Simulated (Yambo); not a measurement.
Material: LaAlO3 (space group R-3c, No. 167); a = b = c = 5.3509 Å, α = β = γ = 60.15° (10 atoms in the cell). The geometry is that of Materials Project entry mp-2920, symmetrised and not relaxed again.

With norm-conserving PBEsol (Quantum ESPRESSO, 110 Ry, without SOC), the gap between the mesh's edge points (F → Γ) is 3.842 eV.

Task: What does a G0W0 run in Yambo give for it (2×2×2 Γ-centred k mesh, 169 bands and a 7 Ry block in the screening, 169 bands in G with the Bruneval-Gonze terminator, plasmon pole fitted at 27.2 eV)?

Result: The correction is 1.516 eV, giving 5.358 eV, 1.4 times the PBEsol value.  Nearest settings tried, and what they do to the gap: 114 bands in G: +5 meV; 114 bands in W, 114 bands in G: +70 meV; 6 Ry block (175 vectors against 271): -25 meV. Not varied: mesh. So the settings aren't converged at that level. The k mesh is coarse. The 4f states are in the valence at their DFT position.
